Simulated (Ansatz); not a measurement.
# CaB2: changing the functional

```
Ca B
1.0
     3.22643    0.00000    0.00000
    -1.61322    2.79417    0.00000
     0.00000    0.00000    4.06739
Ca B
1 2
Cartesian
  0.0000 0.0000 0.0000
  1.6132 0.9314 2.0337
  0.0000 1.8628 2.0337
```

The cell comes from a database or a generator and needn't be the stable form of this composition.

Kept alike: task band structure; k mesh 9 × 9 × 7; occupations fermi-dirac, width 0.05 eV; no spin polarisation. Program: Ansatz, Ansatz PAW. Cutoffs run from 420 to 500 eV. The mesh is that of the run's cell of 3 atoms. No spin-orbit coupling.

| functional | pressure (GPa) |
| --- | --- |
| BLYP | 2.33 |
| LDA | -6.97 |
| PBE | -0.38 |
| PBEsol | -3.27 |
| RPBE | 2.67 |
| r2SCAN | -0.36 |
| revPBE | 1.95 |

Pressure is positive in compression, with a Pulay correction for the finite cutoff. For a metal such a mesh leaves the last digits unconverged. All rows use potentials made for PBE.

What does the functional change here?

The pressure runs from -6.97 (LDA) to 2.67 GPa (RPBE). From PBE: BLYP +2.71; LDA -6.59; PBEsol -2.89; RPBE +3.05; r2SCAN +0.02; revPBE +2.33. A positive pressure means that the functional's own cell is larger than the one given, a negative one that it is smaller.
